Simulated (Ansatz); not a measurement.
Ge in space group P6_3/mmc (No. 194; Ge on 4e, Ge on 4f) under volume change, plane-wave PAW PBEsol (Ansatz code), shape and atoms relaxed at each volume.

```tsv
V (Å³/atom)	E − E(relaxed) (meV/atom)	P (GPa)
20.763	46.4	7.96
21.448	19.3	4.82
22.132	4.5	2.19
22.817	0.0	0.00
23.501	?	?
24.186	15.5	-3.43
24.870	?	?
```

Problem. Some entries are withheld; supply them.

Solution. 
- 24.870, E − E(relaxed) (meV/atom): 33.1
- 24.870, P (GPa): -4.75
- 23.501, E − E(relaxed) (meV/atom): 4.1
- 23.501, P (GPa): -1.86

Problem. What does a third-order Birch–Murnaghan fit give for V₀, B₀ and B′?

Solution. V₀ = 22.81 Å³/atom, B₀ = 67.5 GPa, B′ = 4.8.

The first step of the workflow began from a Materials Project structure, measured or hypothetical; the Crystallography Open Database copy checked does not list it. It is not the phase usual at ambient conditions (space group No. 227). The PBEsol relaxation kept the symmetry of its start; of distortions, only those at the zone centre were tested.

Potentials: the later of the program's two PAW sets.
